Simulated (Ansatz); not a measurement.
Task: C in space group P6_3/mmc (No. 194; C on 6h) is relaxed with r²SCAN in the plane-wave PAW code Ansatz. What lattice parameters of the conventional cell result?

Result: a = 4.436 Å, c = 2.522 Å.

Task: Give the free coordinates with the occupied sites.

Result: In one choice of origin and axes:

```json
[
 {"atom": "C", "site": "6h", "symmetry": "mm2", "x": "0.1042", "y": "0.5521", "z": "0.2500"}
]
```

Task: Is it a metal or does it have a gap at this level?

Result: A gap of 2.44 eV, direct.

The start of the workflow was typed in or built on a structure type. Its sites differ from those of the usual phase in this space group: another stacking or structure type. Symmetry was held in the r²SCAN relaxation; whether a distortion lowers the energy is not shown.

Potentials: the later of the program's two PAW sets.
